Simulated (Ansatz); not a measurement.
A plane-wave DFT run in Ansatz 0.2.0 (scalar-relativistic PAW potentials unless the input names others): input and command.

```yaml
crystal:
  lattice:
    - [0.0, 2.8016907859, 2.8016907859]
    - [2.8016907859, 0.0, 2.8016907859]
    - [2.8016907859, 2.8016907859, 0.0]
  atoms:
    - { symbol: Ga, position: [0.0, 0.0, 0.0] }
    - { symbol: As, position: [0.75, 0.75, 0.75] }
basis:
  ecutwfc: 420
kpoints:
  mp_grid: { grid: [12, 12, 12] }
hamiltonian:
  xc: lda
scf:
  occupations: { method: gaussian, width: 0.1 }
  mixing: { algorithm: broyden, beta: 1.0, ndim: 1, preconditioner: none }
  max_iter: 60
output:
  forces: true
  eigenvalues: true
  stress: true
```

```bash
ansatz run input.yaml --threads 4 --pin off --max-ram 8192MiB --backend cpu --events-out ev --progress --plain --runs-dir out
```

Abridged log:
```
Pseudopotentials: kind: paw
Pseudopotential: Ga, paw, valence charge 13, recommended cutoff 420 eV (normal)
Pseudopotential: As, paw, valence charge 15, recommended cutoff 420 eV (normal)
Functional definition: SPW92
Crystal: 2 atoms, lattice volume = 43.984 Å³
Basis set: ecut = 420 eV, 869 PW (Γ)
Bands: 18, of which v1, the nominal top of the filled ones, is band 14 counted from 1 (13 counted from 0)
Symmetry: 24 space group operations
Space group: F-43m (ITA 216), of the structure as read, at distance tolerance 3.5e-5 Å
k-points: 72 of 1728 (time reversal used)
Initial density: superposition of atomic densities (neutral atoms: chi_scale 0, normalization atom), corrected by the library's trained network
Initial wavefunctions: pseudopotential atomic-orbital guess
Functional: x = slater, c = lda
SCF iter   1: F=—  HF=-8481.300782 eV  |F-HF|=—  |Δ(HF+E_count)|=         —  Δρ=5.20e-3  dr2=7.71e-3  ethr=1.77e-3  ⟨swp⟩=5.3  Hψ=6191  notcnv=0
SCF iter   2: F=—  HF=-8481.299841 eV  |F-HF|=—  |Δ(HF+E_count)|=   9.40e-4  Δρ=2.44e-3  dr2=4.93e-3  ethr=2.75e-5  ⟨swp⟩=2.0  Hψ=3158  notcnv=0  κ⁻¹=1.0e0(r=1)
SCF iter   3: F=—  HF=-8481.297878 eV  |F-HF|=—  |Δ(HF+E_count)|=   1.96e-3  Δρ=7.74e-4  dr2=5.01e-4  ethr=1.76e-5  ⟨swp⟩=2.0  Hψ=2569  notcnv=0  κ⁻¹=1.0e0(r=1)
SCF iter   4: F=—  HF=-8481.297644 eV  |F-HF|=—  |Δ(HF+E_count)|=   2.34e-4  Δρ=5.08e-4  dr2=6.79e-5  ethr=1.79e-6  ⟨swp⟩=2.0  Hψ=2305  notcnv=0  κ⁻¹=1.0e0(r=1)
SCF iter   5: F=—  HF=-8481.297623 eV  |F-HF|=—  |Δ(HF+E_count)|=   2.11e-5  Δρ=4.73e-4  dr2=5.15e-5  ethr=2.43e-7  ⟨swp⟩=3.0  Hψ=2534  notcnv=0  κ⁻¹=1.0e0(r=1)
SCF iter   6: F=—  HF=-8481.297570 eV  |F-HF|=—  |Δ(HF+E_count)|=   5.34e-5  Δρ=9.68e-5  dr2=7.58e-6  ethr=1.84e-7  ⟨swp⟩=2.0  Hψ=2304  notcnv=0  κ⁻¹=1.0e0(r=1)
SCF iter   7: F=—  HF=-8481.297577 eV  |F-HF|=—  |Δ(HF+E_count)|=   7.50e-6  Δρ=1.70e-4  dr2=1.91e-5  ethr=2.71e-8  ⟨swp⟩=2.1  Hψ=2403  notcnv=0  κ⁻¹=1.0e0(r=1)
SCF iter   8: F=—  HF=-8481.297566 eV  |F-HF|=—  |Δ(HF+E_count)|=   1.17e-5  Δρ=8.72e-5  dr2=1.93e-6  ethr=2.71e-8  ⟨swp⟩=2.0  Hψ=2305  notcnv=0  κ⁻¹=1.0e0(r=1)
SCF iter   9: F=—  HF=-8481.297566 eV  |F-HF|=—  |Δ(HF+E_count)|=   2.90e-7  Δρ=8.42e-5  dr2=2.11e-6  ethr=6.89e-9  ⟨swp⟩=2.1  Hψ=2341  notcnv=0  κ⁻¹=1.0e0(r=1)
SCF iter  10: F=—  HF=-8481.297564 eV  |F-HF|=—  |Δ(HF+E_count)|=   2.36e-6  Δρ=2.35e-5  dr2=3.99e-7  ethr=6.89e-9  ⟨swp⟩=2.0  Hψ=2304  notcnv=0  κ⁻¹=1.0e0(r=1)
SCF iter  11: F=—  HF=-8481.297564 eV  |F-HF|=—  |Δ(HF+E_count)|=   5.34e-7  Δρ=4.95e-5  dr2=9.40e-7  ethr=1.43e-9  ⟨swp⟩=2.0  Hψ=2308  notcnv=0  κ⁻¹=1.0e0(r=1)
SCF iter  12: F=—  HF=-8481.297563 eV  |F-HF|=—  |Δ(HF+E_count)|=   7.17e-7  Δρ=1.48e-5  dr2=6.37e-8  ethr=3.57e-10  ⟨swp⟩=3.0  Hψ=5543  notcnv=0  κ⁻¹=1.0e0(r=1)
SCF iter  13: F=—  HF=-8481.297563 eV  |F-HF|=—  |Δ(HF+E_count)|=   8.74e-9  Δρ=1.20e-5  dr2=7.69e-8  ethr=2.27e-10  ⟨swp⟩=5.4  Hψ=5978  notcnv=0  κ⁻¹=1.0e0(r=1)
SCF iter  14: F=-8481.297563 eV  HF=-8481.297563 eV  |F-HF|=4.11e-8  |Δ(HF+E_count)|=   5.40e-8  Δρ=6.66e-6  dr2=1.83e-8  ethr=2.27e-10  ⟨swp⟩=4.7  Hψ=5194  notcnv=0
SCF 1 converged in 14 iterations: F = -8481.297563 eV  dr2 = 1.83e-8
SCF converged after 14 iterations
Stability not checked: this state was not tested for a lower state beside it, because the mixer in use, unlike msr1, does not test its closes by its own steps (another_mixer; see scf.mixing.algorithm and scf.lower_state_search)
Free energy (F): -8481.297563 eV
Harris-Foulkes:  -8481.297563 eV  (|F-HF|=4.11e-8)
Internal energy: -8481.297563 eV  (E = F + TS)
E sigma→0 (E₀):  -8481.297563 eV
Entropy (-TS):    0.000000 eV ( 0.000 meV/atom)
Fermi energy:    8.491606 eV
--- Forces (eV/Å), atoms counted from 1 ---
  atom   1  Ga     0.00000000     0.00000000     0.00000000
  atom   2  As     0.00000000     0.00000000     0.00000000
--- Stress (GPa, compression-positive) ---
       -0.005546       0.000000       0.000000
        0.000000      -0.005546       0.000000
        0.000000       0.000000      -0.005546
  P = ⅓ Tr σ = -0.0055 GPa (-0.055 kbar)
```

One setting here is unusual or wrong in general: mixing far too strong (scf.mixing: not typed → {"algorithm": "broyden", "beta": 1.0, "ndim": 1, "preconditioner": "none"}). For this cell it did little harm to the result: the run converged in 14 SCF iterations with an energy at zero smearing within 0.01 meV/atom of the reference's, pressure -0.01 GPa, largest force 0.000 eV/Å, gap on the mesh 0.49 eV. A reference run on usual settings, whose relaxation ended at this geometry, converged, and the end of its own relaxation has pressure -0.01 GPa, largest force 0.000 eV/Å, gap on the mesh 0.49 eV.

The run took 1.3 s on 4 threads of Intel(R) Xeon(R) 6975P-C (Granite Rapids) (shared host), peak memory 0.41 GiB.